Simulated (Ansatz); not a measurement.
HfSi:
```xyz
8
Lattice="6.8630 0.0000 0.0000 0.0000 3.7749 0.0000 0.0000 0.0000 5.2262" Properties=species:S:1:pos:R:3 pbc="T T T"
Hf     4.6357     0.9437     1.9544
Hf     2.2273     2.8312     3.2718
Hf     5.6588     2.8312     4.5675
Hf     1.2042     0.9437     0.6587
Si     3.7267     0.9437     4.4995
Si     3.1363     2.8312     0.7267
Si     6.5677     2.8312     1.8864
Si     0.2952     0.9437     3.3398
```

Relaxed with r²SCAN.

Which orbitals make up the states near the Fermi level in DFT-r²SCAN in the program Ansatz with PAW potentials?

Within 0.5 eV of the Fermi level: Hf 5d 75 %, Si 3p 16 %, outside the projected shells 5 %. Projections are on Löwdin-orthogonalised atomic valence shells; empty p or d shells of many metals are not among them.

Tabulate the density of states.

States/eV per cell of 8 atoms, in 0.25 eV bins, energy from the Fermi level.

```csv
E (eV),total,Hf 5d,Si 3p,Si 3s
-7.85,2.95,0.65,0.69,1.17
-7.60,3.56,0.94,0.75,1.42
-7.35,1.99,0.62,0.42,0.74
-7.10,1.00,0.26,0.29,0.31
-6.85,0.04,0.01,0.01,0.01
-6.60,0.06,0.01,0.03,0.00
-6.35,0.59,0.12,0.32,0.04
-6.10,2.40,0.52,1.29,0.17
-5.85,2.93,0.71,1.52,0.27
-5.60,2.65,0.63,1.44,0.20
-5.35,2.73,0.67,1.53,0.17
-5.10,2.46,0.62,1.38,0.16
-4.85,3.03,0.81,1.68,0.18
-4.60,3.27,0.95,1.80,0.16
-4.35,3.42,1.02,1.94,0.15
-4.10,3.85,1.20,2.24,0.13
-3.85,4.45,1.45,2.60,0.10
-3.60,3.96,1.21,2.37,0.13
-3.35,7.59,2.56,4.41,0.22
-3.10,5.97,2.28,3.24,0.16
-2.85,5.16,2.41,2.42,0.09
-2.60,4.49,2.35,1.87,0.07
-2.35,3.25,2.02,1.01,0.04
-2.10,4.55,3.09,1.10,0.05
-1.85,5.66,4.10,1.15,0.07
-1.60,4.54,3.40,0.84,0.05
-1.35,3.95,3.02,0.67,0.05
-1.10,3.77,2.92,0.59,0.05
-0.85,3.56,2.80,0.53,0.03
-0.60,3.78,2.95,0.56,0.03
-0.35,2.53,1.93,0.43,0.02
-0.10,1.35,1.04,0.21,0.02
0.15,1.60,1.20,0.24,0.03
0.40,2.74,1.99,0.43,0.08
0.65,3.37,2.44,0.48,0.13
0.90,2.94,2.10,0.45,0.12
1.15,4.29,3.12,0.60,0.15
1.40,4.03,2.87,0.62,0.13
1.65,4.69,3.27,0.69,0.17
1.90,5.59,3.82,0.77,0.23
2.15,5.21,3.50,0.65,0.20
2.40,5.05,3.34,0.61,0.25
2.65,4.85,3.13,0.58,0.31
2.90,5.68,3.70,0.69,0.38
3.15,6.68,4.43,0.77,0.42
3.40,7.20,4.90,0.84,0.41
3.65,6.52,4.55,0.69,0.36
3.90,8.01,5.57,0.76,0.52
4.15,5.80,3.50,0.71,0.48
4.40,6.84,3.73,1.09,0.62
4.65,5.47,2.94,0.99,0.45
```

Space group Pnma. The first step of the workflow began from a Materials Project structure, measured or hypothetical; the Crystallography Open Database files this formula in space group No. 62, but the cells were not matched. Its standing as an ambient phase is unchecked. The r²SCAN relaxation kept the symmetry of its start; its stability against distortions is not shown here. No spin polarisation was allowed. Scalar-relativistic: spin–orbit coupling is off unless named, which matters more the heavier the elements.

Potentials: the earlier of the program's two PAW sets.
